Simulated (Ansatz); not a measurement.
Starting cell, SrTiO₃ (cubic perovskite):

```xyz
5
Lattice="3.9364 0.0000 0.0000 0.0000 3.9364 0.0000 0.0000 0.0000 3.9364" Properties=species:S:1:pos:R:3 pbc="T T T"
Sr     0.0000     0.0000     0.0000
Ti     1.9682     1.9682     1.9682
O      0.0000     1.9682     1.9682
O      1.9682     1.9682     0.0000
O      1.9682     0.0000     1.9682
```

Scan: atom 2 (Ti, nearest neighbour O at 1.968 Å; its periodic images, 3.9 Å or more away, move with it) is displaced along Cartesian [110], direction (0.707, 0.707, 0.000) in Cartesian axes, by s. The other atoms stay.

The numbers are results of PBE (plane waves to 420 eV, PAW, scalar-relativistic; Ansatz, an electronic-structure program), not measurements. k mesh 7×7×7 (Γ-centred), Fermi-Dirac smearing 0.05 eV. Energies are smeared free energies. SrTiO3 is run without spin polarisation. SrTiO3 was relaxed with its symmetry unable to fall. ΔE is measured from the undisplaced structure.

```json
[
 {"s (Å)": "-0.200", "ΔE (meV/cell)": "62.7"},
 {"s (Å)": "-0.160", "ΔE (meV/cell)": "29.4"},
 {"s (Å)": "-0.120", "ΔE (meV/cell)": "withheld"},
 {"s (Å)": "-0.080", "ΔE (meV/cell)": "3.3"},
 {"s (Å)": "-0.040", "ΔE (meV/cell)": "0.5"},
 {"s (Å)": "0.000", "ΔE (meV/cell)": "0.0"},
 {"s (Å)": "0.040", "ΔE (meV/cell)": "0.5"},
 {"s (Å)": "0.080", "ΔE (meV/cell)": "3.3"},
 {"s (Å)": "0.120", "ΔE (meV/cell)": "withheld"},
 {"s (Å)": "0.160", "ΔE (meV/cell)": "29.4"},
 {"s (Å)": "0.200", "ΔE (meV/cell)": "62.7"}
]
```

Task: Fit an even polynomial form (powers 2, 4, 6) to the given rows and predict ΔE at s = 0.120.

Result: Least squares on the 9 given rows: ΔE = (281.8)·s² + (36900)·s⁴ + (-119000)·s⁶, in meV/cell with s in Å; root-mean-square residual 0.02 meV/cell. At 0.120 the fit gives 11.4 meV/cell; the calculation gives 11.4 meV/cell, the same to the digits shown. The quadratic term alone would give 4.1 meV/cell.

(For displaced atoms, the force is minus the slope of the energy, and its curvature is a force constant, which sets phonon frequencies.)
